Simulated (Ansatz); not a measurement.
# A trial form of BeGe3F4

These are results of DFT PBE, scalar-relativistic, plane waves, PAW in Ansatz, not measurements. Cutoff 420 eV, Gaussian smearing, Γ-centred meshes. Cell and atoms relax first on a coarse mesh and then on a finer one. In between, the cell is made exact in the group found at 0.06 Å. In metals the finer mesh still leaves noise of several meV/atom or more. The steps can't lower the symmetry of their start. No spin polarisation.

The cell of BeGe3F4 is invented: close-packed anion layers stacked ABCB, with sites between them filled layer by layer (P3m1, No. 156) (elements of the layers in order: F F F F). Lengths were set from tabulated atomic sizes, so they are only a guess.

```cif
data_structure
_symmetry_space_group_name_H-M 'P 1'
_symmetry_Int_Tables_number 1
_cell_length_a 3.6490
_cell_length_b 3.6490
_cell_length_c 12.5175
_cell_angle_alpha 90.000
_cell_angle_beta 90.000
_cell_angle_gamma 120.000
_cell_volume 144.34
loop_
_atom_site_label
_atom_site_type_symbol
_atom_site_fract_x
_atom_site_fract_y
_atom_site_fract_z
_atom_site_occupancy
Be1 Be 0.00000 0.00000 0.16383 1
Ge1 Ge 0.33333 0.66667 0.40597 1
Ge2 Ge 0.66667 0.33333 0.66542 1
Ge3 Ge 0.33333 0.66667 0.92486 1
F1 F 0.00000 0.00000 0.00000 1
F2 F 0.33333 0.66667 0.22165 1
F3 F 0.66667 0.33333 0.48110 1
F4 F 0.33333 0.66667 0.74055 1
```

The zero of energy is the elements' standard structures at the same level (F₂ as a molecule); no fitted shifts are applied.

Q: Which structure results?

A: The symmetry stays P3m1 (No. 156). The volume per atom shrinks by 13.8 %, from 18.0 to 15.5 Å³. The shortest distance goes from 2.05 Å (Be–F) to 1.40 Å (Be–F). The ratio c/a of the conventional cell changes by a factor of 1.71. The energy falls by about 0.92 eV/atom (the start's value is from the coarse mesh). Conventional cell: a = 2.904 Å, c = 17.033 Å. Around Be lie 1 F at 1.40 Å and 3 F at 1.77 Å; Ge on its first site has 6 Ge at 2.90 Å, 3 F at 3.05 Å and 1 F at 3.49 Å; Ge on its second site is surrounded by 1 F at 1.83 Å; around Ge on its third site lies 1 F at 1.81 Å; F on its first site has 1 Be at 1.40 Å; 3 more sites not described.

```
Be Ge F
1.0
     2.90384    0.00000    0.00000
    -1.45192    2.51480    0.00000
     0.00000    0.00000   17.03283
Be Ge F
1 3 4
Cartesian
  0.0000 0.0000 2.4077
  0.0000 1.6765 6.4643
  1.4519 0.8383 10.8372
  0.0000 1.6765 15.2431
  0.0000 0.0000 1.0061
  0.0000 1.6765 2.9761
  1.4519 0.8383 9.0120
  0.0000 1.6765 13.4293
```

Q: How does it come out in energy, and is it a metal?

A: The energy over the elements is −1.55 eV/atom. The gap on the 12×12×4 mesh of the 8-atom cell is 0 eV (a metal).

A negative formation energy is needed for stability but isn't enough: competing phases decide.

The last run used Gaussian smearing of 0.10 eV. Weakly bound directions are ill-defined at this level, which has no dispersion term. A structure relaxed within its symmetry needn't be a true minimum.
